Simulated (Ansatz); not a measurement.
AlN:
```
CELL_PARAMETERS angstrom
      3.11361     0.00000     0.00000
     -1.55680     2.69646     0.00000
      0.00000     0.00000     4.98342
ATOMIC_POSITIONS crystal
  Al 0.66667 0.33333 0.49902
  Al 0.33333 0.66667 0.99902
  N  0.66667 0.33333 0.88098
  N  0.33333 0.66667 0.38098
```

Cartesian axes are those of the cell as given.

Question: Give the high-frequency dielectric tensor and the Born effective charge tensors of the independent atoms from DFPT, PBEsol (plane waves, PAW; program Ansatz).

Answer: 
ε∞:
```
4.50  0.00  0.00
0.00  4.50  0.00
0.00  0.00  4.73
```
Z* of atom 1 (Al), rows: field, columns: displacement, in e:
```
2.53  0.00  0.00
0.00  2.53  0.00
0.00  0.00  2.69
```
Z* of atom 3 (N), rows: field, columns: displacement, in e:
```
-2.53   0.00   0.00
 0.00  -2.53   0.00
 0.00   0.00  -2.69
```

Space group P6_3mc (wurtzite). The PBEsol relaxation kept the symmetry of its start.

Potentials: the earlier of the program's two PAW sets. The files were generated under PBE; for other functionals the program regenerates the frozen cores, and for LDA and PBEsol the local potential too.
